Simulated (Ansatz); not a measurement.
Bi:
```
CELL_PARAMETERS angstrom
      0.00000     2.50399     2.50399
      2.50399     0.00000     2.50399
      2.50399     2.50399     0.00000
ATOMIC_POSITIONS crystal
  Bi 0.00000 0.00000 0.00000
```

This is the r²SCAN-relaxed structure.

**Question.** All from r²SCAN in the plane-wave PAW code Ansatz, unless another level is named. Give the density of states at the Fermi level.

**Answer.** 0.70 states/eV per atom (mean over ±0.08 eV).

**Question.** Predict the gap with spin–orbit coupling.

**Answer.** none (metallic).

Space group Fm-3m (fcc (Cu type)). The start of the workflow was typed in or built on a structure type; neither database checked (COD, Materials Project) lists it. It is not the phase usual at ambient conditions (space group No. 166). The r²SCAN relaxation kept the symmetry of its start. At this level the phase is mechanically unstable. Spin–orbit coupling is left out wherever it is not named.

Potentials: the earlier of the program's two PAW sets.
